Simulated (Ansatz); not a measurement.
Consider the following.

ZrGe2 (space group Cmcm)

```cif
data_Ge4Zr2
_chemical_formula_sum 'Zr2 Ge4'
_space_group_name_H-M_alt 'P 1'
_space_group_IT_number 1
_cell_length_a 7.69604
_cell_length_b 7.69604
_cell_length_c 3.76411
_cell_angle_alpha 90.000
_cell_angle_beta 90.000
_cell_angle_gamma 151.451
loop_
_space_group_symop_operation_xyz
  'x, y, z'
loop_
_atom_site_label
_atom_site_type_symbol
_atom_site_fract_x
_atom_site_fract_y
_atom_site_fract_z
_atom_site_occupancy
Zr1 Zr 0.10453 0.89547 0.75000 1
Zr2 Zr 0.89547 0.10453 0.25000 1
Ge1 Ge 0.44046 0.55954 0.75000 1
Ge2 Ge 0.55954 0.44046 0.25000 1
Ge3 Ge 0.25024 0.74976 0.25000 1
Ge4 Ge 0.74976 0.25024 0.75000 1
```

Equation-of-state scan: isotropic scaling of the cell above, V₀ being its volume. The atoms relax within the cell's symmetry.

All values below come from PBEsol (plane waves to 420 eV, PAW, scalar-relativistic; Ansatz, an electronic-structure program). k mesh 13×13×12 (Γ-centred), Fermi-Dirac smearing 0.05 eV. The energy includes the smearing's −TS. Compression counts positive. With the shape held, the modulus is that of even scaling; a crystal free to change shape is softer. ZrGe2 is run without spin polarisation. ZrGe2 was relaxed with its symmetry unable to fall. The zero of ΔE is the relaxed starting cell.

The scan covers V/V₀ from 0.840 to 1.160 in 11 points.

Task: What is ΔE at V/V₀ = 1.160?

Result: 132 meV/atom.

Task: What pressure does the cell carry at V/V₀ = 0.840?

Result: 30.7 GPa.

Task: What is ΔE at V/V₀ = 0.840?

Result: 233 meV/atom.

(Under strain, the slope of the energy per volume gives the stress and its curvature an elastic modulus.)
